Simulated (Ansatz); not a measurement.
TaSi:
```
CELL_PARAMETERS angstrom
      0.00000     2.57483     2.57483
      2.57483     0.00000     2.57483
      2.57483     2.57483     0.00000
ATOMIC_POSITIONS crystal
  Si 0.00000 0.00000 0.00000
  Ta 0.50000 0.50000 0.50000
```

Relaxed with PBE. Special points in fractions of this cell's reciprocal vectors: Γ (0.000, 0.000, 0.000); X (0.500, 0.000, 0.500); U (0.625, 0.250, 0.625); K (0.375, 0.375, 0.750); L (0.500, 0.500, 0.500); W (0.500, 0.250, 0.750).

Task: List the band energies nearest the Fermi level at these points for DFT-PBE with spin–orbit coupling in the program Ansatz with PAW potentials.

Result: In eV from the Fermi level; about four levels below and three above (degenerate sets whole), none deeper than 8.9 eV; points with the same levels are listed once.

```
k                    below                          above
-  -----------------------  -----------------------------
Γ  -0.52 -0.52 -0.52 -0.52  2.00 2.00 2.35 2.35 2.35 2.35
X  -0.55 -0.55 -0.08 -0.08            0.61 0.61 1.60 1.60
U  -2.22 -2.22 -0.55 -0.55            1.83 1.83 2.80 2.80
L  -3.40 -3.40 -3.26 -3.26            1.56 1.56 1.70 1.70
W  -3.77 -3.77 -3.64 -3.64            1.14 1.14 1.60 1.60
```

Space group Fm-3m (rock salt). A made-up cell: these elements were put on the sites of a structure type; neither database checked (COD, Materials Project) lists it. Its standing as an ambient phase is unchecked. The PBE relaxation kept the symmetry of its start; of distortions, only those at the zone centre were tested. The run is not spin-polarised.

Potentials: the later of the program's two PAW sets.
